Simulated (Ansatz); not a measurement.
Ansatz (an electronic-structure program) input:

Ansatz 0.2 input:
```yaml
crystal:
  lattice:
    - [0.0, 3.0541612634, 3.0541612634]
    - [3.0541612634, 0.0, 3.0541612634]
    - [3.0541612634, 3.0541612634, 0.0]
  atoms:
    - { symbol: As, position: [0.75, 0.75, 0.75] }
    - { symbol: In, position: [0.0, 0.0, 0.0] }
kpoints:
  mp_grid: { grid: [6, 6, 6] }
hamiltonian:
  xc: r2scan
  pseudopotentials: { kind: paw }
magnetization: { noncollinear: true, spin_orbit: true }
scf:
  occupations: { method: gaussian, width: 0.01 }
output: { topological_invariants: true }
```

Output (shortened):

```
Pseudopotential: As, paw_fr, valence charge 15
Pseudopotential: In, paw_fr, valence charge 13
Functional definition: r2SCAN
non-collinear run that drives no moment, with spin-orbit …
Crystal: 2 atoms, lattice volume = 56.978 Å³
Basis set: ecut = 500 eV, 1459 PW (Γ), exchange–correlation on 128×128×128 points (64 copies of the dense FFT grid, shifted against one another)
Bands: 42, of which v1, the nominal top of the filled ones, is band 28 counted from 1 (27 counted from 0)
Symmetry: 24 space group operations + 24 with time reversal
k-points: 16 of 216 (time reversal used)
Projection manifold: j_resolved (fully-relativistic pseudo-atomic orbitals)
iter 1 solved again at ethr=1.63e-3 eV; its pass at ethr=3.10e-3 eV (dr2=4.55e-1 eV) is discarded
SCF iter   1: F=—  HF=-10464.515539 eV  |F-HF|=—  |Δ(HF+E_count)|=         —  Δρ=3.17e-2  dr2=4.60e-1  dr2_τ=2.21e-3  dr2_m=0.00e0 (ungated)  ethr=1.63e-3  |M|=0.00e0 ∫|m|=0.00e0 μB  |m|>n=0.0e0 m-floor=0.0e0 τ_xc=0.0e0  β_m=0.30  ⟨swp⟩=2.4  Hψ=4226  notcnv=0
preconditioner: auto → Kerker (q_TF=auto, 2.424 Å⁻¹)
spin=Noncollinear: Kerker preconditioning applied to the charge; magnetization (m_x, m_y, m_z) channels mix plain (no charge-response kernel on spin).
SCF iter   2: F=—  HF=-10464.535876 eV  |F-HF|=—  |Δ(HF+E_count)|=   2.03e-2  Δρ=2.49e-2  dr2=2.97e-1  dr2_τ=5.36e-4  dr2_m=0.00e0 (ungated)  ethr=1.63e-3  |M|=0.00e0 ∫|m|=0.00e0 μB  |m|>n=0.0e0 m-floor=0.0e0 τ_xc=0.0e0  β_m=0.65  ⟨swp⟩=2.1  Hψ=890  notcnv=0
SCF iter   3: F=—  HF=-10464.540615 eV  |F-HF|=—  |Δ(HF+E_count)|=   4.74e-3  Δρ=4.25e-3  dr2=1.83e-2  dr2_τ=4.04e-5  dr2_m=0.00e0 (ungated)  ethr=1.06e-3  |M|=0.00e0 ∫|m|=0.00e0 μB  |m|>n=0.0e0 m-floor=0.0e0 τ_xc=0.0e0  β_m=0.69  ⟨swp⟩=3.4  Hψ=1138  notcnv=0
SCF iter   4: F=—  HF=-10464.541151 eV  |F-HF|=—  |Δ(HF+E_count)|=   5.37e-4  Δρ=2.71e-3  dr2=7.13e-3  dr2_τ=9.26e-6  dr2_m=0.00e0 (ungated)  ethr=6.53e-5  |M|=0.00e0 ∫|m|=0.00e0 μB  |m|>n=0.0e0 m-floor=0.0e0 τ_xc=0.0e0  β_m=0.84  ⟨swp⟩=2.4  Hψ=1301  notcnv=0  defer=10
SCF iter   5: F=—  HF=-10464.541890 eV  |F-HF|=—  |Δ(HF+E_count)|=   7.38e-4  Δρ=7.68e-4  dr2=4.37e-4  dr2_τ=3.19e-6  dr2_m=0.00e0 (ungated)  ethr=2.55e-5  |M|=0.00e0 ∫|m|=0.00e0 μB  |m|>n=0.0e0 m-floor=0.0e0 τ_xc=0.0e0  β_m=0.92  ⟨swp⟩=3.2  Hψ=1178  notcnv=0  defer=10
SCF iter   6: F=—  HF=-10464.541996 eV  |F-HF|=—  |Δ(HF+E_count)|=   1.06e-4  Δρ=3.22e-4  dr2=7.55e-5  dr2_τ=1.82e-7  dr2_m=0.00e0 (ungated)  ethr=1.56e-6  |M|=0.00e0 ∫|m|=0.00e0 μB  |m|>n=0.0e0 m-floor=0.0e0 τ_xc=0.0e0  β_m=0.96  ⟨swp⟩=2.4  Hψ=1288  notcnv=0  defer=10
SCF iter   7: F=—  HF=-10464.542047 eV  |F-HF|=—  |Δ(HF+E_count)|=   5.12e-5  Δρ=5.45e-5  dr2=1.89e-6  dr2_τ=6.59e-9  dr2_m=0.00e0 (ungated)  ethr=2.69e-7  |M|=0.00e0 ∫|m|=0.00e0 μB  |m|>n=0.0e0 m-floor=0.0e0 τ_xc=0.0e0  β_m=0.98  ⟨swp⟩=2.4  Hψ=1023  notcnv=0  defer=10
SCF iter   8: F=—  HF=-10464.542049 eV  |F-HF|=—  |Δ(HF+E_count)|=   2.05e-6  Δρ=1.78e-5  dr2=1.69e-7  dr2_τ=3.22e-10  dr2_m=0.00e0 (ungated)  ethr=6.74e-9  |M|=0.00e0 ∫|m|=0.00e0 μB  |m|>n=0.0e0 m-floor=0.0e0 τ_xc=0.0e0  β_m=0.99  ⟨swp⟩=2.2  Hψ=947  notcnv=0  defer=10
SCF iter   9: F=-10464.542049 eV  HF=-10464.542049 eV  |F-HF|=4.51e-9  |Δ(HF+E_count)|=   1.65e-7  Δρ=6.31e-6  dr2=2.21e-8  dr2_τ=1.50e-10  dr2_m=0.00e0 (ungated)  ethr=3.57e-10  |M|=0.00e0 ∫|m|=0.00e0 μB  |m|>n=0.0e0 m-floor=0.0e0 τ_xc=0.0e0  ⟨swp⟩=4.7  Hψ=2069  notcnv=0
Converged-ψ floor refinement (derivative, response, wavefunction or occupation consumer): ⟨swp⟩=7.9  Hψ=5285  notcnv=0
SCF 1 converged in 9 iterations: F = -10464.542049 eV  dr2 = 2.21e-8
NSCF: frozen V_eff on 28 k-points
SCF converged after 9 iterations
Magnetization: |M| = 0.0000 μB,  M = (+0.0000, +0.0000, +0.0000) μB
Absolute magnetization: 0.0000 μB (∫|m|)
  site 0: m = (+0.0000, +0.0000, +0.0000) μB, |m| = 0.0000 μB  (R = 1.09 Å)
  site 1: m = (+0.0000, +0.0000, +0.0000) μB, |m| = 0.0000 μB  (R = 1.09 Å)
Free energy (F): -10464.542049 eV
Harris-Foulkes:  -10464.542049 eV  (|F-HF|=4.51e-9)
Internal energy: -10464.541997 eV  (E = F + TS)
E sigma→0 (E₀):  -10464.542023 eV
Entropy (-TS):   -0.000052 eV (-0.026 meV/atom)
Fermi energy:    7.325792 eV
--- Per-component energies (eV) ---
  E_band       = -339.819823
  E_kinetic    = 346.109654
  E_local      = -3318.885249  (includes V_loc(G=0)·N_el)
  E_nonlocal   = -301.709836
  E_hartree    = 1603.990822
  E_xc         = -274.796007
  E_vxc        = -190.514343  (∫ρ·V_xc dr)
  E_paw        = -6020.914178  (= ΣΔE_a)
  E_vpaw       = -94.568773  (= ΣTr[D̂ρ^β])
  E_aug_tail   = 0.000001  (compensation charges beyond the density's cutoff)
  E_vtau       = 11.768342  (kinetic-family band-sum trace: ∫τ·v_τ [+ j·A + Jᵃ·Aᵃ] dr)
  E_ewald      = -2497.870278
  E_core_change = -0.466927  (= ΣΔE_core)
  E_smearing   = -0.000052  (= −TS)
  E_closure    = 0.000000  (closes the sum)
  Σ components = -10464.542049   (vs F -10464.542049, Δ=0.00e0)
  [band-id]    e_kinetic+e_local+e_nonlocal+2·e_hartree+e_vxc+e_vpaw+e_augmentation_tail+e_vtau = -339.818561   (vs E_band -339.819823, Δ=1.26e-3)
--- Band table (eV; the first three rows and the last of 16) ---
  k-point 0: bands = ["-28.7651", "-28.7651", "-28.7651", "-28.7651", "-28.0395", "-28.0395", "-28.0338", "-28.0338", "-28.0338", "-28.0338", "-8.0746", "-8.0746", "-8.0746", "-8.0746", "-7.2781", "-7.2781", "-7.1926", "-7.1926", "-7.1926", "-7.1926", …
  k-point 1: bands = ["-28.7651", "-28.7650", "-28.7650", "-28.7650", "-28.0395", "-28.0395", "-28.0338", "-28.0338", "-28.0338", "-28.0337", "-8.0808", "-8.0808", "-8.0767", "-8.0682", "-7.2839", "-7.2839", "-7.2043", "-7.2043", "-7.1899", "-7.1796", …
  k-point 2: bands = ["-28.7651", "-28.7650", "-28.7650", "-28.7650", "-28.0393", "-28.0393", "-28.0338", "-28.0338", "-28.0336", "-28.0335", "-8.0947", "-8.0947", "-8.0728", "-8.0643", "-7.2937", "-7.2937", "-7.2217", "-7.2217", "-7.1737", "-7.1634", …
  k-point 15: bands = ["-28.7650", "-28.7650", "-28.7649", "-28.7648", "-28.0392", "-28.0392", "-28.0338", "-28.0336", "-28.0336", "-28.0335", "-8.1599", "-8.1010", "-8.0433", "-8.0325", "-7.3813", "-7.2611", "-7.1977", "-7.1914", "-7.1738", "-7.1600", …
--- Topological invariants of the lowest 28 bands, as many as the electrons (of this functional, at the state reached) ---
  no Z2 indices: the filled and the empty bands touch
  bands 28 and 29 are not found separated in these cells of the mesh, within one of each symmetry-equivalent set of those that the search began with, …
    smallest gap kept 0 eV, known to 6.7e-4 eV, at k = (0.0000, 0.0000, 1.0000) in reciprocal vectors, cells: 2
  smallest direct gap kept (no minimum is searched for): 0 eV, known to 6.7e-4 eV, at k = (0.0000, 0.0000, 0.0000) in reciprocal vectors
  plane       ν
  k1 = 0      –   in a cell that reaches it, or an image of one, bands 28 and 29 touch …
  k1 = 1/2    0
  k2 = 0      –   in a cell that reaches it, or an image of one, bands 28 and 29 touch …
  k2 = 1/2    0
  k3 = 0      –   in a cell that reaches it, or an image of one, bands 28 and 29 touch …
  k3 = 1/2    0
```

Cost: around 2.8 core-minutes (rough) on shared cores.

Space group F-43m (zinc blende). The cell was relaxed with r²SCAN under the symmetry of its start; phonons on a q-mesh show no instability.

Potentials: the later of the program's two PAW sets.

Ansatz is a plane-wave DFT program.
